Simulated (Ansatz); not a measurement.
# What DFT gives for ZrOs

```
Zr Os
1.0
     3.31583    0.00000    0.00000
     0.00000    3.31583    0.00000
     0.00000    0.00000    3.31583
Zr Os
1 1
Direct
  0.50000 0.50000 0.50000
  0.00000 0.00000 0.00000
```

Level: r2SCAN, no spin polarisation; 500 eV; 10×10×10 Γ-centred mesh; fermi-dirac occupations (width 0.1084 eV); Ansatz 0.2.0, fixed geometry.

Question: Which element gives electrons and which takes them?

Answer: Bader charges in e: Zr +1.69, Os -1.69. In the mean Zr gives up most and Os takes most.

Question: What is the formation energy?

Answer: -0.61 eV an atom against the elements' usual phases (free molecules for gases, crystals otherwise, with no correction for O₂ or N₂), so it is bound against them; other compounds may still compete. Relaxing would lower it.

Question: What do density and ELF say about some of the short contacts?

Answer: Zr–Os at 2.87 Å: least valence density 0.29 e/Å³ and ELF 0.24 there. Zr–Zr at 3.32 Å: least valence density 0.15 e/Å³ and ELF 0.18 there. Os–Os at 3.32 Å: least valence density 0.24 e/Å³ and ELF 0.51 there. Both are smooth PAW fields, read partly inside the augmentation spheres.

Question: Is the cell too large or too small?

Answer: The pressure is -8.1 GPa (compression positive), so with the atoms held at these fractions the cell would first shrink.

Question: Is there a gap?

Answer: It is a metal, with about 0.32 states/eV a cell as the mean within 0.25 eV of the Fermi level, mostly Zr d (51 %) and Os d (26 %).

Origin: a database entry at a rescaled volume.
